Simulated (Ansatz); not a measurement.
## Two states of EuRu

```
Eu Ru
1.0
     4.40738   -0.21630   -1.03683
     1.04880    5.21790    1.00150
     0.78181    0.21911    4.34295
Eu Ru
2 2
Direct
  0.71434 0.86387 0.46499
  0.18088 0.01390 0.92936
  0.27631 0.40474 0.34510
  0.63669 0.36826 0.90069
```

The numbers come from plane-wave PAW DFT (Ansatz): LDA, 420 eV, 4×4×4 (shifted by 0, 0.5, 0 steps) k points, gaussian occupations (width 0.1671 eV). Nothing was relaxed.

State A: Eu1 up, Eu2 down (collinear spin). State B: Eu1 up, Eu2 up, Ru3 down, Ru4 down (collinear spin).

Problem. Which state is lower, and how do they differ?

Solution. State B is lower by 36.7 meV an atom at zero smearing; in free energy at this smearing B lies -33.4 meV an atom from A.

```
state  free energy (meV/atom)  largest moment in a small sphere (μB)  net moment (μB/cell)  gap on mesh (eV)  pressure (GPa)  largest force (eV/Å)
    A                    33.4                                   6.61                  0.19             metal           -14.1                  1.65
    B                     0.0                                   6.71                 12.77             metal           -14.0                  1.61
```

Origin: a disordered cell, so it need not be a known compound. Caveats: the k mesh is coarse if the cell is a metal; atoms or cell far from equilibrium; wide smearing; f shells without a U or exact exchange are poorly placed.
